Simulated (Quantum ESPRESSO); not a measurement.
# One change at a time to Cu2InMoPt3Sn

All numbers below are calculated, not measured. They come from Quantum ESPRESSO 7.5, a public plane-wave density functional program. Each row is one single-point run on a made-up periodic cell of eight metal atoms, with elements, volume, strain and displacements drawn at random and not relaxed, so a cell may be unstable or far from any real phase. There is no spin polarisation or spin-orbit coupling.

Settings: PBE unless stated; PseudoDojo standard norm-conserving files; Fermi-Dirac width 0.25 eV, which means electrons at about 2900 K; cutoff 1252 eV; 5 x 5 x 5 k mesh shifted half a step off Gamma. E is the free energy of the whole cell (internal energy minus TS), so a -TS column is already part of it. Stress is positive in tension, and the pressure P is minus a third of its trace.

Checks: one run of this series was repeated at a higher cutoff and on a denser mesh, which moved values by no more than 0.003 eV, 0.02 GPa and 0.005 eV/Å, and a second program with other atomic files agreed on it to 2 % rms in force and 0.5 GPa in pressure. Known limits: the copper pseudopotential is less sure than most, with forces differing by about three percent and pressure by about two GPa from a second method on plain copper; the tin pseudopotential is less sure than most, with forces differing by about three percent from a second method on plain tin; heavy elements are run without spin-orbit coupling, which real alloys of them have; a spin test at this wide smearing found no moment, but such smearing suppresses magnetism that the real alloy may have.

The lattice is face-centred cubic, and the cell vectors in Å are (0.008, 3.966, 4.018); (3.983, 0.086, 3.940); (4.080, 3.985, -0.011), a volume of 126.18 Å³ in run 1. The elements on sites 1 to 8 are Pt Cu Cu In Mo Pt Pt Sn. Each later run makes one change to run 1 and keeps the rest. E is counted from run 1, and is n/a where other atomic files have another zero of energy.

```
run                           change  V (Å³)  P (GPa)  -TS (eV)  rms force (eV/Å)  largest change of a force component (eV/Å)  E (eV)
  1                             none  126.18     8.56    -1.191             0.627                                       0.000   0.000
  2          sites 4 and 6 exchanged  126.18     8.46    -1.085             0.774                                       0.788   0.100
  3    all lengths scaled by -0.72 %  123.48    13.12    -1.165             0.694                                       0.121   0.183
  4           PBEsol in place of PBE  126.18     1.01    -1.193             0.580                                       0.093     n/a
  5                     Nb on site 6  126.18    12.88    -1.174             0.782                                       0.715     n/a
  6  site 3 moved by +0.21 Å along y  126.18     9.73    -1.189             0.722                                       0.919       ?
```

## Worked estimate

Along the move dE = -F dx. The force on site 3 along y is -0.340 eV/Å in run 1 and -1.258 eV/Å in run 6, and the move is +0.21 Å, so the mean force times the move gives an estimate.

## Withheld value

Question: what E should run 6 give?

The estimate is 0.168 eV. The calculation gave 0.163 eV. The mean of two end points misses the curvature of the force.
